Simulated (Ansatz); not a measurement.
# Kick test of a cell of Ge8Mo3W

It was reached by relaxing an invented guess, and it needn't be the stable form of this composition.

Method: DFT PBE, scalar-relativistic, plane waves, PAW (Ansatz 0.2.0). Settings: cutoff 420 eV, Γ-centred mesh 10×10×4 on the computed 12-atom cell, Gaussian smearing of 0.10 eV; no spin polarisation.

The cell below (12 atoms, space group Cmmm (No. 65)) is relaxed within its symmetry.

```
CELL_PARAMETERS angstrom
2.36075 -4.14283 0.00000
2.36075 4.14283 0.00000
0.00000 0.00000 9.44263
ATOMIC_POSITIONS crystal
Ge 0.66203 0.33797 0.75043
Ge 0.16193 0.83807 0.50000
Ge 0.66203 0.33797 0.24957
Ge 0.16168 0.83832 0.00000
Ge 0.33797 0.66203 0.75043
Ge 0.83807 0.16193 0.50000
Ge 0.33797 0.66203 0.24957
Ge 0.83832 0.16168 0.00000
Mo 0.00000 0.00000 0.75032
Mo 0.00000 0.00000 0.24968
Mo 0.50000 0.50000 0.00000
W 0.50000 0.50000 0.50000
```

For the test it was strained at random (σ = 1.5 % a component), the atoms were moved at random (σ = 0.10 Å), and all was relaxed again on a coarse 6×6×4 mesh (in the run’s order of axes) with 0.20 eV smearing, with no symmetry imposed.

Spin–orbit coupling, which can matter for W, is left out.

**Question.** What happens?

**Answer.** It returns, within 1 meV/atom of the unmoved cell on that mesh and with the same symmetry when read at 0.1 Å. So it is stable against the distortions that fit this cell and that this random move excites. Modes that don't fit the cell aren't tested.
